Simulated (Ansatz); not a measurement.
ScMo3C:
Space group Pm-3m (No. 221); a = 4.217 Å, b = 4.217 Å, c = 4.217 Å, α = 90.00°, β = 90.00°, γ = 90.00°

```json
[
 {"atom": "Sc", "site": "1a", "symmetry": "m-3m", "x": "0.0000", "y": "0.0000", "z": "0.0000"},
 {"atom": "Mo", "site": "3c", "symmetry": "4/mm.m", "x": "0.0000", "y": "0.5000", "z": "0.5000"},
 {"atom": "C", "site": "1b", "symmetry": "m-3m", "x": "0.5000", "y": "0.5000", "z": "0.5000"}
]
```

This is the r²SCAN-relaxed structure.

**Question.** All from r²SCAN in the plane-wave PAW code Ansatz, unless another level is named. Give the Poisson's ratio.

**Answer.** 0.39.

**Question.** Give the elastic constants (relaxed ions, GPa).

**Answer.** C11 = 346, C12 = 158, C44 = 32.0.

The start of the workflow was typed in or built on a structure type; neither database checked (COD, Materials Project) lists it. Whether it is the stable phase at ambient conditions was not checked. The cell was relaxed with r²SCAN under the symmetry of its start; its stability against distortions is not shown here. No spin polarisation was allowed. As this level gives no gap, shear constants depend on the k-mesh and smearing (Fermi–Dirac, 0.1 eV here).

Potentials: the later of the program's two PAW sets.
